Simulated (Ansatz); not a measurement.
## Magnetic orders of TaO$_{2}$

Method: DFT r2SCAN, scalar-relativistic, plane waves, PAW in Ansatz.

```
Ta O
1.0
     3.05811    0.00000    0.00000
    -1.52906    2.64840    0.00000
     0.00000    0.00000    4.86591
Ta O
1 2
Direct
  0.00000 0.00000 0.00000
  0.33333 0.66667 0.22153
  0.66667 0.33333 0.77847
```

```
plane-wave cutoff                               : 500 eV
Γ-centred k-mesh                                : 18×18×10
occupation rule                                 : Gaussian smearing, 0.1 eV
list of starting moments (μB, in atom order)    : 1 0 0
check for lower electronic states after the SCF : asked for but not made
```

All runs keep this geometry, which stands near equilibrium for the lowest state (largest force there 0.000 eV/Å, pressure 0.0 GPa; forces reach 0.15 eV/Å in another state) and needn't be a stable compound; relaxing each order can shift differences of a few meV. A propagation vector, in units of the reciprocal vectors, doubles the cell, which takes an equally dense mesh. The large starts are 2.5 0 0 μB. The small starts are 0.5 0 0 μB. Spin–orbit coupling is left out, which for heavy magnetic ions can matter as much as these differences. r2SCAN tends to overstate moments in metals, so a weak moment here may be absent in the real material. Site moments are spin moments in atom-centred spheres that scale with the neighbour distance. The states are those that the runs reached from these starts; a lower one can exist.

Task: Starts tried: no spin; ferromagnetic; large parallel starting moments; antiferromagnetic, doubled cell, propagation vector (0, 0, 1/2); small parallel starting moments. Which state comes out lowest, and what are the moments?

Result: The lowest state is ferromagnetic, reached from the start “ferromagnetic” and the start “large parallel starting moments” and the start “small parallel starting moments”, with site moments (μB) Ta +0.26. The next state lies only 0.02 meV/atom higher, which mesh, smearing and relaxation can turn, so the order isn't settled.

| start | ends | energy above lowest (meV/atom) | site moments (μB) | gap on mesh (eV) | P (GPa) |
| --- | --- | --- | --- | --- | --- |
| no spin | non-magnetic | 7.93 | none over 0.05 | metal | -0.6 |
| ferromagnetic | ferromagnetic | 0.00 | Ta +0.26 | metal | 0.0 |
| large parallel starting moments | ferromagnetic | 0.00 | Ta +0.26 | metal | 0.0 |
| antiferromagnetic, doubled cell, propagation vector (0, 0, 1/2) | antiferromagnetic | 0.02 | Ta +0.26, Ta -0.26 | metal | 0.0 |
| small parallel starting moments | ferromagnetic | 0.00 | Ta +0.26 | metal | 0.0 |

Cost: 5 runs of about 13 core-minutes in all, on Intel Xeon Processor @ 2.50GHz (Skylake/Cascade Lake) (shared hosts).